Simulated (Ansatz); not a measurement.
YPb$_{3}$:
```
CELL_PARAMETERS angstrom
      4.80761     0.00000     0.00000
      0.00000     4.80761     0.00000
      0.00000     0.00000     4.80761
ATOMIC_POSITIONS crystal
  Y  0.00000 0.00000 0.00000
  Pb 0.00000 0.50000 0.50000
  Pb 0.50000 0.00000 0.50000
  Pb 0.50000 0.50000 0.00000
```

Relaxed with PBEsol. Special points in fractions of this cell's reciprocal vectors: Γ (0.000, 0.000, 0.000); X (0.000, 0.500, 0.000); M (0.500, 0.500, 0.000); R (0.500, 0.500, 0.500).

Problem. List the band energies nearest the Fermi level at these points for DFT-PBEsol with spin–orbit coupling in the program Ansatz with PAW potentials.

Solution. In eV from the Fermi level; about four levels below and three above (degenerate sets whole), none deeper than 8.9 eV; points with the same levels are listed once.

```
k                                below                          above
-  -----------------------------------  -----------------------------
Γ  -3.05 -3.05 -3.05 -3.05 -2.41 -2.41            1.52 1.52 1.52 1.52
X              -0.72 -0.72 -0.68 -0.68            0.59 0.59 1.33 1.33
M              -0.68 -0.68 -0.46 -0.46            0.79 0.79 0.98 0.98
R  -3.61 -3.61 -3.61 -3.61 -3.01 -3.01  1.06 1.06 2.28 2.28 2.28 2.28
```

Space group Pm-3m (Cu3Au type). The workflow started from an entry of the Crystallography Open Database (COD). Its standing as an ambient phase is unchecked. The PBEsol relaxation kept the symmetry of its start; of distortions, only those at the zone centre were tested. The run is not spin-polarised.

Potentials: the later of the program's two PAW sets.
